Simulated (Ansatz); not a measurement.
## Contact hyperfine fields in MgVCrP2O8F2

Cell: a Materials Project structure (computed, not necessarily an observed phase), taken as it stands.

```yaml
crystal:
  lattice:
    - [5.22305, 0.00000, 0.00000]
    - [-0.67954, 5.36516, 0.00000]
    - [-2.41910, -2.55409, 6.50548]
  atoms:
    - { symbol: Mg, position: [0.74366, 0.39167, 0.82273] }
    - { symbol: V, position: [0.00915, 0.00565, 0.00963] }
    - { symbol: Cr, position: [0.00656, 0.99570, 0.48971] }
    - { symbol: P, position: [0.31839, 0.64392, 0.75614] }
    - { symbol: P, position: [0.67269, 0.36262, 0.23831] }
    - { symbol: O, position: [0.62763, 0.74644, 0.91872] }
    - { symbol: O, position: [0.27244, 0.80369, 0.61611] }
    - { symbol: O, position: [0.32004, 0.34364, 0.65425] }
    - { symbol: O, position: [0.83697, 0.30986, 0.08825] }
    - { symbol: O, position: [0.09925, 0.65486, 0.85971] }
    - { symbol: O, position: [0.71073, 0.66275, 0.34131] }
    - { symbol: O, position: [0.76698, 0.22834, 0.39644] }
    - { symbol: O, position: [0.36378, 0.24056, 0.08940] }
    - { symbol: F, position: [0.13365, 0.93333, 0.26732] }
    - { symbol: F, position: [0.88147, 0.07472, 0.73101] }
```

Atom numbers follow the list; atoms alike are taken as one site, whose name carries the number of the first.

Computed with Ansatz: DFT, r2SCAN, plane waves and PAW, scalar-relativistic, collinear spin, 500 eV cutoff, Γ-centred 5×5×4 k-points, Fermi–Dirac smearing 0.02 eV. Start moments as typed (μB): 2 on each V, 3 on each Cr, none on the rest.

B_c = (2μ₀/3)μB(ρ↑ − ρ↓), with the spin density averaged over the Thomson radius around the nucleus, 7.77 T per e/Å³, positive along the up direction of the run. The valence column is what the valence and semicore waves of the PAW files give as listed; the rest comes from solving these waves and the inner shells again in each spin's potential.

(1) What moments and contact fields does each site carry?

Results:

(1) The cell's net moment is 5.00 μB; the site moments, counted in spheres around the atoms, add up to 3.99 μB, and the difference lies between the spheres. One atom of each set is listed.

| site | atom | m (μB) | B_c (T) | valence column (T) | rest (T) |
| --- | --- | --- | --- | --- | --- |
| Mg | 1 | 0.00 | 0.4 | 0.4 | 0.0 |
| V | 2 | 1.51 | -13.3 | 14.8 | -28.1 |
| Cr | 3 | 2.42 | -19.5 | 27.9 | -47.5 |
| P4 | 4 | 0.00 | 1.7 | 1.6 | 0.1 |
| P5 | 5 | 0.01 | 2.8 | 2.7 | 0.1 |
| O6 | 6 | 0.00 | -0.2 | -0.3 | 0.1 |
| O7 | 7 | 0.01 | -0.1 | 0.2 | -0.2 |
| O8 | 8 | 0.00 | -0.3 | -0.3 | 0.0 |
| O9 | 9 | -0.01 | 0.1 | -0.1 | 0.2 |
| O10 | 10 | 0.00 | 0.0 | 0.0 | 0.0 |
| O11 | 11 | 0.01 | -0.1 | 0.1 | -0.2 |
| O12 | 12 | 0.01 | 0.5 | 0.8 | -0.3 |
| O13 | 13 | -0.01 | -0.4 | -0.6 | 0.2 |
| F14 | 14 | 0.03 | 0.9 | 1.6 | -0.7 |
| F15 | 15 | 0.01 | 0.5 | 0.8 | -0.3 |

At this cell the r2SCAN pressure is -7 GPa, so with r2SCAN the cell would shrink if it were relaxed. The entry's cell may itself be off. The largest force is 0.4 eV/Å, so the atoms aren't at the calculated equilibrium and relaxing them would move these values. The program didn't check the stability of this electronic state in full, so a lower one may lie near. All moments on Cr and V are parallel here, as they were started; many such compounds order antiparallel, where fields on atoms that lie between magnetic neighbours largely cancel. The magnetic order is the one that the run reached from its start moments, not necessarily the measured one. Semilocal functionals underestimate core polarisation, so for a given moment the contact field on a magnetic ion comes out too small, by up to a factor of two. Orbital and dipolar fields are left out; they are small for half-filled shells and for d³ or d⁸ ions in regular octahedra, but can rival the contact field on other open-shell ions. Fields under about 2 T can be off by more than a tenth.
